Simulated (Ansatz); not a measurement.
Relaxed-ion elastic tensor of Ca (bcc (W type), Im-3m) in GPa (Voigt order), PBEsol (plane waves, PAW; program Ansatz); density 1.65 g/cm³, 40.36 Å³ per atom.

```
17.9  17.4  17.4   0.0   0.0   0.0
17.4  17.9  17.4   0.0   0.0   0.0
17.4  17.4  17.9   0.0   0.0   0.0
 0.0   0.0   0.0  15.6   0.0   0.0
 0.0   0.0   0.0   0.0  15.6   0.0
 0.0   0.0   0.0   0.0   0.0  15.6
```

### Question
Is the crystal mechanically stable?

### Answer
Yes: the smallest eigenvalue of C is 0.5 GPa.

### Question
Work out the Voigt and Reuss bounds. Is their mean of use?

### Answer
K_V = 17.5, K_R = 17.5; G_V = 9.5, G_R = 0.6 GPa. The bounds lie so far apart that a Hill average or a Debye temperature from it would say little.

This is a known high-temperature phase of the composition, computed here at zero pressure and temperature. Symmetry was held in the PBEsol relaxation; phonons on a q-mesh show no instability. As this level gives no gap, shear constants depend on the k-mesh and smearing (Fermi–Dirac, 0.1 eV here).

Potentials: the earlier of the program's two PAW sets.
